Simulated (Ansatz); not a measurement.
The calculation used DFT, BLYP, plane waves (420 eV) with PAW, scalar-relativistic in Ansatz. (PAW data from PBE, frozen cores regenerated.)

An element in the simple cubic structure gives this curve. The cell is scaled uniformly from the relaxed one, with fractional coordinates and shape fixed. Energies are extrapolated to zero smearing, pressures are those at the given smearing. Magnetic state: spin not included.

```json
{"V (Å³/atom)": "59.400", "E − E₀ (meV/atom)": "20.8", "P (GPa)": "1.01"}
{"V (Å³/atom)": "62.100", "E − E₀ (meV/atom)": "8.1", "P (GPa)": "0.62"}
{"V (Å³/atom)": "64.800", "E − E₀ (meV/atom)": "1.6", "P (GPa)": "0.30"}
{"V (Å³/atom)": "67.500", "E − E₀ (meV/atom)": "0.1", "P (GPa)": "0.05"}
{"V (Å³/atom)": "70.200", "E − E₀ (meV/atom)": "2.6", "P (GPa)": "-0.16"}
{"V (Å³/atom)": "72.900", "E − E₀ (meV/atom)": "8.5", "P (GPa)": "-0.33"}
{"V (Å³/atom)": "75.600", "E − E₀ (meV/atom)": "17.1", "P (GPa)": "-0.47"}
```

Task: Which element is it?
A. thallium
B. barium
C. rubidium
D. bismuth

Result: B. Its fit is V₀ = 67.05 Å³/atom, B₀ = 6.2 GPa, B₀′ = 4.2.
